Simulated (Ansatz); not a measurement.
MnSi₂ in space group I4/mcm (No. 140; Si on 8h, Mn on 4a), the program Ansatz at the PBE level (PAW), all energies at zero smearing, with the estimated change up to a 700 eV cutoff added, with one set of potentials and settings (totals compare only within such a set). Cell of 6 atoms (4 Si, 2 Mn): -10342.345 eV.

| element | reference phase | E (eV/atom) |
|---|---|---|
| Si | Fd-3m, 2 atoms in the cell | -635.8096 |
| Mn | I-43m, 29 atoms in the cell, spin-polarised | -3898.8617 |

Formation energy per atom, worked out: (-10342.345 − 4×(-635.8096) − 2×(-3898.8617))/6 = -0.231 eV/atom (-22 kJ per mol of atoms), at 0 K, without zero-point energy or fitted corrections.

A made-up cell: these elements were put on the sites of a structure type; neither database checked (COD, Materials Project) lists it. Whether it is the stable phase at ambient conditions was not checked. Symmetry was held in the PBE relaxation; its stability against distortions is not shown here. The workflow began spin-polarised and lost its moments. The references are the lowest solids computed at this level, not always the standard phases.

Potentials: the later of the program's two PAW sets.
